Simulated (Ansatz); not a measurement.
## Profile along the Se–Zn line in ZnSe (zinc blende)

ZnSe (zinc blende)

```
CELL_PARAMETERS angstrom
      0.00000     2.83304     2.83304
      2.83304     0.00000     2.83304
      2.83304     2.83304     0.00000
ATOMIC_POSITIONS crystal
  Se 0.75000 0.75000 0.75000
  Zn 0.00000 0.00000 0.00000
```

Fields along a shortest Se–Zn line of a {110} plane (2.45 Å), from Se to Zn, interpolated on the slice's grid (step about 0.2 Å). The numbers are results of r2SCAN (plane waves to 500 eV, PAW, scalar-relativistic; Ansatz, an electronic-structure program), not measurements. k mesh 10×10×10. Near the nuclei the fields are pseudised (PAW); where an atom keeps semicore shells as valence, they peak there. The PAW data are Ansatz's earlier set. ZnSe was relaxed with its symmetry unable to fall.

```csv
distance from Se (Å),valence electron density (e/Å³),electron localisation function,density of the highest valence band (e/Å³),density of the lowest conduction band (e/Å³)
0.00,64.43,x,0.001,0.065
0.12,54.44,x,0.018,0.072
0.25,32.73,x,0.061,0.087
0.37,14.15,x,0.119,0.100
0.49,5.16,x,0.172,0.102
0.61,2.14,0.70,0.205,0.088
0.74,1.23,0.80,0.210,0.063
0.86,0.90,0.83,0.192,0.038
0.98,0.71,0.83,0.160,0.021
1.10,0.57,0.79,0.125,0.018
1.23,0.47,0.61,0.093,0.021
1.35,0.43,0.37,0.065,0.035
1.47,0.45,0.20,0.041,0.052
1.59,0.58,0.15,0.020,0.064
1.72,0.90,0.12,0.005,0.062
1.84,1.79,0.07,0.002,0.041
1.96,4.40,x,0.006,0.013
2.08,11.27,x,0.009,0.002
2.21,24.34,x,0.008,0.016
2.33,39.72,x,0.004,0.041
2.45,40.21,x,0.002,0.043
```

x: too close to a nucleus for the ELF to mean much. Band densities are of whole bands, smooth part only.

Density on the Se–Zn line (2.45 Å) at its density minimum, 1.3 Å from Se: 0.43 e/Å³. ELF at that point: 0.4. ELF maximum in the middle third of the Se–Zn line: 0.83, 0.9 Å from Se.
